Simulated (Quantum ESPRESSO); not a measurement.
# Band energies of ZnTe

```
CELL_PARAMETERS angstrom
      0.00000     3.03214     3.03214
      3.03214     0.00000     3.03214
      3.03214     3.03214     0.00000
ATOMIC_POSITIONS crystal
  Zn 0.50000 0.50000 0.50000
  Te 0.75000 0.75000 0.75000
```

norm-conserving PBEsol (Quantum ESPRESSO, 84 Ry, with spin-orbit coupling); path ΓXWKΓLUWLK,UX; energies in eV from the valence-band maximum.

```
k (1/Å)  point  band 36  band 37  band 38  band 39  band 40  band 41  band 42  band 43
-------  -----  -------  -------  -------  -------  -------  -------  -------  -------
0.00         Γ     0.00     0.95     0.95     3.98     3.98     4.11     4.11     4.11
0.58              -1.61     2.18     2.18     3.16     3.16     6.67     6.67     6.88
1.04         X    -2.35     1.90     1.90     1.95     1.95     9.25     9.25     9.68
1.17              -2.45     2.09     2.18     2.19     2.20     8.60     8.89     9.03
1.55         W    -2.91     4.00     4.45     4.47     4.56     5.43     5.49     5.80
1.80              -2.30     2.59     2.68     4.33     4.53     6.75     6.88     6.98
1.92         K    -2.13     2.26     2.28     4.31     4.50     7.30     7.47     7.63
2.32              -1.16     2.85     2.97     4.99     5.22     5.38     5.47     5.50
2.82              -0.17     1.76     1.84     3.97     3.98     4.18     4.18     4.54
3.02         Γ     0.00     0.95     0.95     3.98     3.98     4.11     4.11     4.11
3.32              -0.30     1.89     1.89     4.42     4.42     4.53     4.54     4.57
3.82              -0.94     1.47     1.47     4.70     4.70     4.76     4.77     7.08
3.92         L    -0.97     1.45     1.45     4.69     4.69     4.75     4.75     7.06
4.34              -1.80     2.53     2.58     4.85     5.09     6.36     6.39     6.60
4.55         U    -2.13     2.26     2.28     4.31     4.50     7.30     7.47     7.63
4.92         W    -2.91     4.00     4.45     4.47     4.56     5.43     5.49     5.80
5.38              -1.50     2.54     2.69     4.20     4.24     5.51     5.63     7.40
5.65         L    -0.97     1.45     1.45     4.69     4.69     4.75     4.75     7.06
5.81              -1.23     1.93     2.03     4.46     4.47     4.99     5.00     7.40
6.21              -2.03     2.36     2.38     4.70     4.95     6.94     6.95     7.25
6.28         K    -2.13     2.26     2.28     4.31     4.50     7.30     7.47     7.63
6.28         U    -2.13     2.26     2.28     4.31     4.50     7.30     7.47     7.63
6.65         X    -2.35     1.90     1.90     1.95     1.95     9.25     9.25     9.68
```

The PBEsol gap is direct, 0.95 eV at Γ.

Geometry relaxed with PBEsol.
